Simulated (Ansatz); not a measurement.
InSb:
```cif
data_In2Sb2
_chemical_formula_sum 'In2 Sb2'
_space_group_name_H-M_alt 'P63/mmc'
_space_group_IT_number 194
_space_group_name_Hall '-P 6c 2c'
_cell_length_a 4.26082
_cell_length_b 4.26082
_cell_length_c 7.45858
_cell_angle_alpha 90.000
_cell_angle_beta 90.000
_cell_angle_gamma 120.000
loop_
_atom_site_label
_atom_site_type_symbol
_atom_site_symmetry_multiplicity
_atom_site_Wyckoff_symbol
_atom_site_fract_x
_atom_site_fract_y
_atom_site_fract_z
_atom_site_occupancy
In1 In 2 a 0.00000 0.00000 0.00000 1
Sb1 Sb 2 c 0.33333 0.66667 0.25000 1
```

Relaxed at zero pressure with PBE in the plane-wave PAW code Ansatz.

Problem. The volume is lowered by 6 % and shape and atoms relax at that volume. What pressure results, and how do the axes share the change?

Solution. 3.3 GPa; a -2.4 %, b -2.4 %, c -1.3 %; the energy rises by 17 meV/atom.

Problem. Give the new structure.

Solution. 
Space group P6₃/mmc (No. 194); a = b = 4.159 Å, c = 7.360 Å, α = β = 90.00°, γ = 120.00°

```tsv
atom	site	symmetry	x	y	z
In	2a	-3m.	0.0000	0.0000	0.0000
Sb	2c	-6m2	0.3333	0.6667	0.2500
```

The phase is kept; no other phase was compared at this pressure.

Space group P6_3/mmc (NiAs type). The start of the workflow was typed in or built on a structure type; neither database checked (COD, Materials Project) lists it. It is not the phase usual at ambient conditions (space group No. 216). The PBE relaxation kept the symmetry of its start; its stability against distortions is not shown here. Scalar-relativistic: spin–orbit coupling is off unless named, which matters more the heavier the elements.

Potentials: the earlier of the program's two PAW sets.
